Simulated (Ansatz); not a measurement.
An Ansatz (a quantum-chemistry and plane-wave program) run. Input:

Ansatz 0.2 input:
```yaml
crystal:
  lattice:
    - [3.7720363282, 0.0, 0.0]
    - [0.0, 3.7720363282, 0.0]
    - [0.0, 0.0, 3.7720363282]
  atoms:
    - { symbol: Mg, position: [0.0, 0.0, 0.0] }
    - { symbol: Ni, position: [0.0, 0.5, 0.5] }
    - { symbol: Ni, position: [0.5, 0.0, 0.5] }
    - { symbol: Ni, position: [0.5, 0.5, 0.0] }
    - { symbol: C, position: [0.5, 0.5, 0.5] }
kpoints:
  mp_grid: { grid: [23, 23, 23] }
hamiltonian:
  xc: pbesol
  pseudopotentials: { kind: paw }
scf:
  occupations: { method: fermi_dirac, width: 0.1 }
elastic: { mode: relaxed_ion, stencil: two_point, amplitude: 0.005, f_tol: 0.0005 }
```

Output (shortened):

```
Pseudopotential: Mg, paw, valence charge 10
Pseudopotential: Ni, paw, valence charge 18
Pseudopotential: C, paw, valence charge 4
Functional definition: PBEsol
Crystal: 5 atoms, lattice volume = 53.670 Å³
Basis set: ecut = 420 eV, 1021 PW (Γ), exchange–correlation on 54×54×54 points (8 copies of the dense FFT grid, shifted against one another)
Bands: 41, of which v1, the nominal top of the filled ones, is band 34 counted from 1 (33 counted from 0)
Symmetry: 48 space group operations
Space group: Pm-3m (ITA 221), of the structure as read, at distance tolerance 3.8e-5 Å
k-points: 364 of 12167
SCF 1 converged in 13 iterations: F = -19574.560071 eV  dr2 = 6.84e-15
Crystal: 5 atoms, lattice volume = 53.401 Å³
Symmetry: 16 space group operations
k-points: 936 of 12167
SCF 2 converged in 13 iterations: F = -19574.558368 eV  dr2 = 3.32e-14
Crystal: 5 atoms, lattice volume = 53.938 Å³
Basis set: ecut = 420 eV, 1029 PW (Γ), exchange–correlation on 54×54×54 points (8 copies of the dense FFT grid, shifted against one another)
SCF 3 converged in 10 iterations: F = -19574.558769 eV  dr2 = 1.40e-14
Crystal: 5 atoms, lattice volume = 53.669 Å³
Symmetry: 8 space group operations
k-points: 1728 of 12167
SCF 4 converged in 10 iterations: F = -19574.559866 eV  dr2 = 1.59e-14
Crystal: 5 atoms, lattice volume = 53.669 Å³
SCF 5 converged in 9 iterations: F = -19574.559866 eV  dr2 = 3.82e-14
SCF converged after 13 iterations
Free energy (F): -19574.560071 eV
Harris-Foulkes:  -19574.560071 eV  (|F-HF|=0.00e0)
Internal energy: -19574.434278 eV  (E = F + TS)
E sigma→0 (E₀):  -19574.497174 eV
Entropy (-TS):   -0.125794 eV (-25.159 meV/atom)
Fermi energy:    14.960726 eV
--- Per-component energies (eV) ---
  E_band       = -1264.764103
  E_kinetic    = 1019.710218
  E_local      = -13073.270489  (includes V_loc(G=0)·N_el)
  E_nonlocal   = 2036.191112
  E_hartree    = 5394.819614
  E_xc         = -332.275743
  E_vxc        = -427.806520  (∫ρ·V_xc dr)
  E_paw        = -5164.169122  (= ΣΔE_a)
  E_vpaw       = -1609.229310  (= ΣTr[D̂ρ^β])
  E_aug_tail   = 0.001664  (compensation charges beyond the density's cutoff)
  E_ewald      = -9456.113362
  E_core_change = 0.671829  (= ΣΔE_core)
  E_smearing   = -0.125794  (= −TS)
  E_closure    =  0.000000  (closes the sum)
  Σ components = -19574.560071   (vs F -19574.560071, Δ=0.00e0)
--- Forces (eV/Å), atoms counted from 1 ---
  atom   1  Mg     0.00000000     0.00000000     0.00000000
  atom   2  Ni     0.00000000     0.00000000     0.00000000
  atom   3  Ni     0.00000000     0.00000000     0.00000000
  atom   4  Ni     0.00000000     0.00000000     0.00000000
  atom   5  C      0.00000000     0.00000000     0.00000000
  max |Σ_I F_I| component: 0.0 eV/Å
--- Stress (GPa, compression-positive) ---
        0.107047       0.000000       0.000000
        0.000000       0.107047       0.000000
        0.000000       0.000000       0.107047
  P = ⅓ Tr σ = 0.1070 GPa (1.070 kbar)
--- Band table (eV; the first three rows and the last of 364) ---
  k-point 0: bands = ["-88.1063", "-88.0923", "-88.0923", "-59.6396", "-49.0943", "-49.0943", "-49.0943", "-48.4378", "-48.4378", "-48.4378", "-48.4296", "-48.4296", "-48.4296", "-26.5873", "-26.5873", "-26.5873", "1.1795", "8.4830", "11.3946", "11.3946", …
  k-point 1: bands = ["-88.1062", "-88.0923", "-88.0923", "-59.6396", "-49.0943", "-49.0943", "-49.0942", "-48.4379", "-48.4378", "-48.4378", "-48.4297", "-48.4297", "-48.4296", "-26.5874", "-26.5873", "-26.5873", "1.1920", "8.4907", "11.2739", "11.2739", …
  k-point 2: bands = ["-88.1060", "-88.0925", "-88.0922", "-59.6396", "-49.0942", "-49.0942", "-49.0941", "-48.4380", "-48.4377", "-48.4377", "-48.4298", "-48.4298", "-48.4297", "-26.5875", "-26.5873", "-26.5873", "1.2292", "8.5116", "11.0017", "11.1390", …
  k-point 363: bands = ["-88.0970", "-88.0969", "-88.0969", "-59.6394", "-49.1607", "-49.0574", "-49.0574", "-48.4655", "-48.4654", "-48.4654", "-48.4050", "-48.4050", "-48.4049", "-26.5895", "-26.5895", "-26.5895", "3.7665", "7.7485", "7.7485", "7.7552", …
--- Elastic constants: 2 strain directions × 2 members + reference (group order 48) ---
  dense FFT box of the reference and of every strained cell: 27×27×27
  strains applied: 11, 23; error gains: componentwise 1.00 (the most a stress slope's error grows in a printed constant), spectral 1.73 (1 for all six strains …
  C = ∂σ_k/∂η_j (tension-positive GPa; Voigt order 11 22 33 23 13 12):
       358.335    110.174    110.174      0.000      0.000      0.000
       110.174    358.335    110.174      0.000      0.000      0.000
       110.174    110.174    358.335      0.000      0.000      0.000
         0.000      0.000      0.000     48.114      0.000      0.000
         0.000      0.000      0.000      0.000     48.114      0.000
         0.000      0.000      0.000      0.000      0.000     48.114
  reference stress σ⁰ (GPa):     -0.107     -0.107     -0.107      0.000      0.000      0.000
  moduli (Voigt/Reuss/Hill, GPa): K = 192.89/192.89/192.89   G = 78.50/63.72/71.11   E = 189.98   ν = 0.336
  mechanically stable: yes (min eigenvalue of sym C = 48.11 GPa)
  strain η (Voigt 11):  stress-route row diagonal C_11 = 358.33 GPa, energy-path curvature d²(F+E_count+ΔE)/dδ²/Ω₀ = 358.28 GPa
         δ    σ_11 (GPa)             F (eV)   n_scf  n_hpsi   n_pw
    -5.000e-3      -1.9393      -19574.5583684      13  843225   1064   relax 0 steps, max|allowed force component| 0.0 eV/Å
     5.000e-3       1.6440      -19574.5587695      10  740422   1074   relax 0 steps, max|allowed force component| 0.0 eV/Å
  strain η (Voigt 23):  stress-route row diagonal C_44 = 48.11 GPa, energy-path curvature d²(F+E_count+ΔE)/dδ²/Ω₀ = 48.15 GPa
         δ    σ_23 (GPa)             F (eV)   n_scf  n_hpsi   n_pw
    -5.000e-3      -0.2406      -19574.5598658      10  1381985   1068   relax 0 steps, max|allowed force component| 0.0 eV/Å
     5.000e-3       0.2406      -19574.5598658       9  1205960   1068   relax 0 steps, max|allowed force component| 0.0 eV/Å
```

Cost: about 13 core-minutes (a rough figure) on shared cores.

The workflow started from a Materials Project entry (that database holds measured and hypothetical structures alike); the Crystallography Open Database files this formula in space group No. 221, but the cells were not matched. Its standing as an ambient phase is unchecked. The cell was relaxed with PBEsol under the symmetry of its start; of distortions, only those at the zone centre were tested. No spin polarisation was allowed. As this level gives no gap, shear constants depend on the k-mesh and smearing (Fermi–Dirac, 0.1 eV here).

Potentials: the later of the program's two PAW sets.

Ansatz is a plane-wave DFT program.
